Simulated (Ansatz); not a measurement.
Relaxation of a relaxed C cell, doubled along one cell vector, shaken by Gaussian noise of σ = 0.08 Å a coordinate; 4 atoms in the cell, which starts as P1 (No. 1), aP4; a = b = 2.5175 Å, c = 4.3605 Å, α = β = 73.22°, γ = 60.00°. Level of theory: r2SCAN (plane waves to 500 eV, PAW, scalar-relativistic; Ansatz, an electronic-structure program). Γ-centred k-mesh 11×11×6 on the run's cell (coarser than for final values), Fermi–Dirac smearing 0.05 eV. This is the first round of the run. 

The optimiser's lines from the output (shortened; P is positive under compression):

```
relax step   1: F+E_penalty+E_count = -1004.00188009 eV  Δ(F+E_penalty+E_count) = +0.000e0 eV  max|allowed force component| = 7.589e0 eV/Å  Δτ_max = 0.0000 Å  P = +20.296 GPa  Ω = 22.565 Å³  (8 SCF iters, dr2 threshold 1.00e-7 eV, accepted)
relax step   2: F+E_penalty+E_count = -1005.39743740 eV  Δ(F+E_penalty+E_count) = -1.396e0 eV  max|allowed force component| = 4.713e0 eV/Å  Δτ_max = 0.0843 Å  P = +1.072 GPa  Ω = 23.192 Å³  (7 SCF iters, dr2 threshold 4.00e-7 eV, accepted)
relax step   3: F+E_penalty+E_count = -1006.16913100 eV  Δ(F+E_penalty+E_count) = -7.717e-1 eV  max|allowed force component| = 7.124e-1 eV/Å  Δτ_max = 0.1308 Å  P = -3.091 GPa  Ω = 22.734 Å³  (7 SCF iters, dr2 threshold 4.00e-7 eV, accepted)
relax step   4: F+E_penalty+E_count = -1006.20714910 eV  Δ(F+E_penalty+E_count) = -3.802e-2 eV  max|allowed force component| = 1.319e-2 eV/Å  Δτ_max = 0.0154 Å  P = +6.662 GPa  Ω = 22.241 Å³  (6 SCF iters, dr2 threshold 4.00e-7 eV, accepted)
relax step   5: F+E_penalty+E_count = -1006.21379591 eV  Δ(F+E_penalty+E_count) = -6.647e-3 eV  max|allowed force component| = 3.438e-3 eV/Å  Δτ_max = 0.0002 Å  P = -0.839 GPa  Ω = 22.607 Å³  (5 SCF iters, dr2 threshold 4.00e-7 eV, accepted)
relax step   6: F+E_penalty+E_count = -1006.21392913 eV  Δ(F+E_penalty+E_count) = -1.332e-4 eV  max|allowed force component| = 3.219e-4 eV/Å  Δτ_max = 0.0001 Å  P = +0.009 GPa  Ω = 22.564 Å³  (3 SCF iters, dr2 threshold 4.00e-7 eV, accepted)
relax step   7: F+E_penalty+E_count = -1006.21392906 eV  Δ(F+E_penalty+E_count) = +6.336e-8 eV  max|allowed force component| = 2.114e-4 eV/Å  Δτ_max = 0.0000 Å  P = +0.009 GPa  Ω = 22.564 Å³  stress off target by 9.77e-3 GPa  SCF on the basis re-selected at this cell (its energy is not comparable with the rows above)  (5 SCF iters)
```

From the first to the last row the energy changes by -0.55 eV/atom and the volume by 0.0 %. The last row is marked as not comparable with the walk above it, whose basis was carried along; it does compare with step 1, since both stand on a basis selected at the nominal cutoff for their own cell.

Later rounds, restarted from the end of this one on a renewed k-mesh, logged 2 more steps and released under 1 meV/atom more. The final structure after all rounds: Fd-3m, origin choice 1 (No. 227), cF8, diamond type; a = 3.5603 Å, b = 3.5603 Å, c = 3.5603 Å, α = 90.00°, β = 90.00°, γ = 90.00°. Between re-selections the logged energies stand on a plane-wave basis carried along with the cell. No spin polarisation in the result.
